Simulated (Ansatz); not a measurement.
## From the elastic tensor of Sn₂Ir to moduli and sound speeds

Computed with DFT LDA, scalar-relativistic, plane waves, PAW in Ansatz 0.2.0. Settings: 420 eV plane-wave cutoff, Γ-centred 12×12×12 mesh, Fermi-Dirac smearing of 0.15 eV. No spin polarisation.

Symmetry: Fm-3m, No. 225, cubic system. Conventional cell: a = 6.306 Å, b = 6.306 Å, c = 6.306 Å, α = 90.00°, β = 90.00°, γ = 90.00°. Sn (site symmetry -43m) has 4 Ir at 2.73 Å as nearest neighbours. Around Ir (site symmetry m-3m) lie 8 Sn at 2.73 Å.

In a metal, frequencies and elastic constants depend on the k mesh and the smearing, soft modes and shear constants most. Spin–orbit coupling is left out, which can shift energies with elements as heavy as these.

Relaxed-ion constants (GPa, on the Cartesian axes of the calculation):
```
187.0 108.1 108.1   0.0   0.0   0.0
108.1 187.0 108.1   0.0   0.0   0.0
108.1 108.1 187.0   0.0   0.0   0.0
  0.0   0.0   0.0  32.8   0.0   0.0
  0.0   0.0   0.0   0.0  32.8   0.0
  0.0   0.0   0.0   0.0   0.0  32.8
```

Density 11.381 g/cm³; 3 atoms in 62.69 Å³.

The values that follow are for a polycrystal of randomly turned grains, by Hill's mean where one number stands.

With S = C⁻¹: B_V = (C11+C22+C33+2(C12+C13+C23))/9, G_V = (C11+C22+C33−C12−C13−C23+3(C44+C55+C66))/15, 1/B_R = S11+S22+S33+2(S12+S13+S23), 15/G_R = 4(S11+S22+S33−S12−S13−S23)+3(S44+S55+S66); Hill is their mean. Then v_l = √((B+4G/3)/ρ), v_t = √(G/ρ), v_m = [(2/v_t³+1/v_l³)/3]^(−1/3) and Θ = (ħ/k_B)·v_m·(6π²n/V)^(1/3) for n atoms in the volume V; E = 9BG/(3B+G), ν = (3B−2G)/(2(3B+G)) and A^U = 5G_V/G_R + B_V/B_R − 6.

```json
{
  "Bulk modulus, Voigt / Reuss / Hill": "134.4 / 134.4 / 134.4 GPa",
  "Shear modulus, Voigt / Reuss / Hill": "35.5 / 35.2 / 35.3 GPa",
  "Young's modulus": "97 GPa",
  "Poisson ratio": "0.379",
  "Pugh ratio B/G": "3.81 (over 1.75, the rule of thumb for ductile)",
  "Universal anisotropy index": "0.04",
  "Longitudinal and transverse sound speeds": "3993 and 1761 m/s",
  "Debye temperature from the mean sound speed": "215 K"
}
```

Cost: 1 run of about 3.1 core-minutes, on Arm Neoverse V2 (shared hosts).